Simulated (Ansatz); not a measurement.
**Electrostatic potentials at the O nuclei in NbAgSe2O7**

Cell: a measured structure from the Crystallography Open Database (COD), ions relaxed with PBE at fixed cell.

Space group Cmcm (No. 63); a = 10.8130, b = 7.7920, c = 7.3630 Å.

```csv
site,Wyckoff,site symmetry,x,y,z
Nb,4a,2/m..,0.0000,0.0000,0.5000
Ag,4b,2/m..,0.5000,0.0000,0.0000
Se,8g,..m,0.2887,0.7647,0.2500
O9,8g,..m,0.3546,0.9607,0.2500
O13,16h,1,0.3687,0.6711,0.4353
O21,4c,m2m,0.5000,0.5798,0.7500
```

One atom of each set is listed; the run and its k-mesh use a cell of 22 atoms with edges of 6.66, 6.66, 7.36 Å.

Method: Kohn–Sham DFT in Ansatz, PBE, plane waves and PAW, scalar-relativistic, 420 eV cutoff, Γ-centred 4×4×3 k-points, Fermi–Dirac smearing 0.02 eV.

The potential at a nucleus is that of all electrons and the other nuclei. A higher potential binds the core electrons more strongly, so differences between sites of one element are the initial-state part of core-level shifts.

Q: Rank the O sites by the potential at the nucleus, lowest first, and give each against the lowest.
A. O13: 1 Se at 1.77 Å, 1 Nb at 2.00 Å, angle 143°; also 1 Se at 2.92 Å, 1 Ag at 2.97 Å
B. O9: 1 Se at 1.69 Å; also 2 Ag at 2.44 Å
C. O21: 2 Nb at 1.94 Å, angle 143°; also 2 Se at 3.35 Å

A: C (0.00 V), B (0.11 V), A (0.49 V).
